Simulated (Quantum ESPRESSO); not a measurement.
Si6NB, a curve over one atom's position

A calculation, not a measurement. The program is pw.x of Quantum ESPRESSO 7.5 (plane-wave density functional theory). The cell is made up: 8 atoms on a zincblende/diamond lattice, with randomly drawn elements, strain and displacements, not relaxed. PseudoDojo standard norm-conserving files (v0.5 for PBE, v0.4.1 for LDA and PBEsol) set the functional; there is no spin polarisation, spin-orbit coupling or dispersion term, and the masses in the input are unused placeholders.

Seven runs move atom 4 (Si, counted in the order of the input) along x and keep all else fixed.

Input of the run at +0.0053:

```
&control calculation='scf', pseudo_dir='./dojo.nc.sr.pbe.v0_5.standard.upf', outdir='./o', disk_io='low', tprnfor=.true., tstress=.true. /
&system ibrav=0, nat=8, ntyp=3, nbnd=26, ecutwfc=84.00895049, nosym=.true., tot_charge=0,
 occupations='smearing', smearing='fd', degauss=0.0073498644
/
&electrons conv_thr=7.350e-09, electron_maxstep=60, /
ATOMIC_SPECIES
B 1.0 B.upf
N 1.0 N.upf
Si 1.0 Si.upf
CELL_PARAMETERS angstrom
5.5249 -0.0008 -0.0438
-0.0008 5.5001 0.0509
-0.0438 0.0509 5.5311
ATOMIC_POSITIONS angstrom
Si 0.0611 -0.0521 -0.0028
Si 0.0011 2.765 2.7782
N 2.7845 0.0289 2.8039
Si 2.7144 2.6897 -0.0064
B 1.3249 1.3628 1.346
Si 1.4441 4.1207 4.1086
Si 4.1368 1.3832 4.145
Si 4.088 4.0823 1.3948
K_POINTS automatic
6 6 6 1 1 1
```

```
shift of atom 4 along x (Å)  free energy less that of the input shown (eV)  Fx on atom 4 (eV/Å)  Fy on atom 4 (eV/Å)  Fz on atom 4 (eV/Å)  pressure (GPa)  iterations
                    -0.1158                                         0.0173                0.766               -1.554                1.654          -13.98          11
                    -0.0251                                        -0.0100               -0.170               -1.316                1.372          -14.01          11
                    +0.0053                                         0.0000               -0.488               -1.241                1.281          -13.98          11
                    +0.0279                                         0.0137               -0.725               -1.186                1.216          -13.96          11
                    +0.0597                                         0.0421               -1.058               -1.110                1.125          -13.90          11
                    +0.0708                                         0.0545               -1.174               -1.084                1.095          -13.88          11
                    +0.1114                                         0.1107               -1.596               -0.991                0.985          -13.78          11
```

A cubic fit gives dFx/dx = -10.48 eV/Å² at zero shift. Across the table the free energy follows the integral of the force to within 0.1 meV. A rerun of one of the cells at 1437 eV and a 8 x 8 x 8 mesh moved values by no more than 0.006 eV in energy, 0.03 GPa in stress and 0.006 eV/Å in force.